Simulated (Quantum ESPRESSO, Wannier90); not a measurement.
**ZnS (zinc blende): Wannier90 run**

Structure: Materials Project mp-10695, symmetrised, not relaxed again. COD (Crystallography Open Database) has the formula in 4 space groups, this one among them (matched by group alone). Level: PBEsol, no spin polarisation, no spin-orbit coupling; pw.x of Quantum ESPRESSO at 68 Ry with PseudoDojo potentials, 10×10×10 k-points, Wannier90. Density: 10×10×10 mesh, cold smearing 0.01 Ry.

```
begin unit_cell_cart
ang
    0.0000000000    2.6936850000    2.6936850000
    2.6936850000    0.0000000000    2.6936850000
    2.6936850000    2.6936850000    0.0000000000
end unit_cell_cart
mp_grid = 10 10 10
```

Neighbour vectors b of the finite-difference formula (Å⁻¹), by shell:

```tsv
shell	b_x	b_y	b_z
1	0.11663	0.11663	-0.11663
1	0.11663	-0.11663	0.11663
1	-0.11663	0.11663	0.11663
1	0.11663	0.11663	0.11663
1	-0.11663	-0.11663	0.11663
1	-0.11663	0.11663	-0.11663
1	0.11663	-0.11663	-0.11663
1	-0.11663	-0.11663	-0.11663
```

### Question
Find the weights w_b from the completeness condition Σ_b w_b b_α b_β = δ_αβ.

### Answer
Shell 1: Σ b_x² = 0.109, Σ b_y² = 0.109, Σ b_z² = 0.109 Å⁻²
Each of the three diagonal sums, weighted, has to give 1 and the off-diagonal ones 0, which holds for w_1 = 9.19 Å². Check on xx: 9.19×0.109 = 1.00.

On this mesh the 9 functions of bands 5-13 (valence bands; start: SCDM (isolated), conv_tol = 1.0e-6) end with spreads 0.4194, 0.4165, 0.4086, 0.4087, 0.4000, 1.4536, 1.4536, 1.4534, 1.4535 Å², Ω_I = 7.1183 Å² and Ω_D = 0.0051 Å².

Ω_total is the sum of the spreads, 7.867 Å². Ω_OD = Ω_total − Ω_I − Ω_D = 0.744 Å². Only (Ω_D + Ω_OD)/Ω_total = 9.5 % depends on the gauge, and another start could lower the total by that share at most. The rms radius is √(Ω_total/9) = 0.93 Å.
